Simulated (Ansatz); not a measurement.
# Ba₃TaGa₃Si₂O₁₄ and a variant

Base: a COD entry, ions relaxed with PBE at fixed cell.

```
CELL_PARAMETERS angstrom
8.51500 0.00000 0.00000
-4.25750 7.37421 0.00000
0.00000 0.00000 5.19200
ATOMIC_POSITIONS crystal
Ba 0.43201 0.00000 0.00000
Ba 0.00000 0.43201 0.00000
Ba 0.56799 0.56799 0.00000
Ta 0.00000 0.00000 0.00000
Ga 0.74563 0.00000 0.50000
Ga 0.00000 0.74563 0.50000
Ga 0.25437 0.25437 0.50000
Si 0.33333 0.66667 0.47789
Si 0.66667 0.33333 0.52211
O 0.33333 0.66667 0.78668
O 0.66667 0.33333 0.21332
O 0.47357 0.29797 0.65164
O 0.70203 0.17560 0.65164
O 0.82440 0.52643 0.65164
O 0.29797 0.47357 0.34836
O 0.17560 0.70203 0.34836
O 0.52643 0.82440 0.34836
O 0.21863 0.10375 0.22605
O 0.89625 0.11488 0.22605
O 0.88512 0.78137 0.22605
O 0.10375 0.21863 0.77395
O 0.11488 0.89625 0.77395
O 0.78137 0.88512 0.77395
```

Atom numbers follow the list; atoms alike are taken as one site, whose name carries the number of the first.

All values are calculated (Ansatz; DFT, PBE, plane waves and PAW, scalar-relativistic, 420 eV cutoff, Γ-centred 3×3×4 k-points, Fermi–Dirac smearing 0.02 eV), not measured.

(1) Variant: z stretched by 4 %, ions at fixed fractional positions. What happens to the gradients (10²¹ V/m²)?

Answers

(1) 

| site | atoms | V_zz base | η base | V_zz variant | η variant |
| --- | --- | --- | --- | --- | --- |
| Ba | 1, 2, 3 | 6.57 | 0.97 | -5.74 | 0.78 |
| Ta | 4 | -11.05 | 0.00 | -17.52 | 0.00 |
| Ga | 5, 6, 7 | -6.61 | 0.05 | -5.19 | 0.34 |
| Si | 8, 9 | -2.41 | 0.00 | -1.55 | 0.00 |
| O10 | 10, 11 | 4.16 | 0.00 | 5.82 | 0.00 |
| O12 | 12, 13, 14, 15, 16, … | 7.32 | 0.37 | 7.21 | 0.52 |
| O18 | 18, 19, 20, 21, 22, … | 6.85 | 0.04 | 7.42 | 0.04 |

The largest change of V_zz along a kept axis is on Ta, from -11.05 to -17.52. In per cent, |V_zz| changes by +59 on Ta, -22 on Ga, -36 on Si, -1 to +40 on O (all sites that start above 0.5, bar those whose gradient vanishes or changes sign or whose main axis turns by over 40°). Where |V_zz| stays above 0.1 and the axes keep their order, η moves most on Ga, from 0.05 to 0.34. On Ba the largest principal value lies along another axis in the second run, so the two V_zz can't be compared directly.

Without spin–orbit coupling the gradients at and beside Ta can be off by some per cent, at some sites by more. With these PAW files V_zz is typically within 2 to 3 % of all-electron values, but misses above 10 % occur on Ta.
For the variant: The atoms aren't relaxed in the changed cell (largest force 1.8 eV/Å).
